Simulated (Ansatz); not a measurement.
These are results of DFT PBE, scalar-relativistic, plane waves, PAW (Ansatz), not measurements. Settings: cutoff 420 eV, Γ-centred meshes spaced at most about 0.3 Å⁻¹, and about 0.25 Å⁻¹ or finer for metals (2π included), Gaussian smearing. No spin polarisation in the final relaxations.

All energies are static (0 K, no zero-point motion).

Compare these two cells of Si4Hg, each relaxed at this level.

A.

```yaml
crystal:
  lattice:
    - [3.56037, 0.00000, 0.00000]
    - [0.00000, 3.56037, 0.00000]
    - [0.00000, 0.00000, 7.13538]
  atoms:
    - { symbol: Si, position: [0.00000, 0.50000, 0.50000] }
    - { symbol: Si, position: [0.50000, 0.00000, 0.50000] }
    - { symbol: Si, position: [0.50000, 0.50000, 0.76882] }
    - { symbol: Si, position: [0.50000, 0.50000, 0.23118] }
    - { symbol: Hg, position: [0.00000, 0.00000, 0.00000] }
```

B.

```yaml
crystal:
  lattice:
    - [3.53411, 0.00000, 0.00000]
    - [0.00000, 3.53411, 0.00000]
    - [0.00000, 0.00000, 7.68908]
  atoms:
    - { symbol: Si, position: [0.00000, 0.50000, 0.83664] }
    - { symbol: Si, position: [0.50000, 0.00000, 0.16336] }
    - { symbol: Si, position: [0.00000, 0.50000, 0.16336] }
    - { symbol: Si, position: [0.50000, 0.00000, 0.83664] }
    - { symbol: Hg, position: [0.50000, 0.50000, 0.50000] }
```

Task: Which is lower in energy, and by how much?

Result: B is lower, by 76 meV/atom. A has space group P4/mmm (No. 123), 18.1 Å³/atom and no gap on its mesh; B has space group P4/mmm (No. 123), 19.2 Å³/atom and no gap. Counting Si atoms around Hg (those within 1.25 times the shortest such distance or 1.15 times the sum of covalent radii; the shortest distance is added where it is long for a bond), A has Hg 8 from 3.0 Å and B has Hg 8 from 3.1 Å. A and B both hold Si–Si nets. The lower one is the more open, so pressure narrows the difference. Even the lower one lies +0.40 eV/atom against the reference forms of the elements (uncorrected), so neither is stable at this level. Both come from invented guesses. A third cell relaxed alike, in I4/mmm, lies 104 meV/atom below the lower of the two.

Spin–orbit coupling, which can matter for Hg, is left out. Cells relaxed within their symmetry can be saddle points.
